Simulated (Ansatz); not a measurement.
Here is the system:

Ge:
Space group Fd-3m, origin choice 1 (No. 227); a = b = c = 5.6734 Å, α = β = γ = 90.00°

```
atom  site  symmetry       x       y       z
----  ----  --------  ------  ------  ------
Ge      8a      -43m  0.0000  0.0000  0.0000
```
(The calculation used a cell of 2 atoms; values per cell refer to that cell.)

This is the r²SCAN-relaxed structure.

All from r²SCAN (plane waves, PAW; program Ansatz), unless another level is named. Predict the bulk modulus (Birch–Murnaghan fit).

70.7 GPa.

Give the elastic constants (relaxed ions, GPa).

C11 = 127, C12 = 44.0, C44 = 67.5.

The r²SCAN relaxation kept the symmetry of its start.

Potentials: the later of the program's two PAW sets.
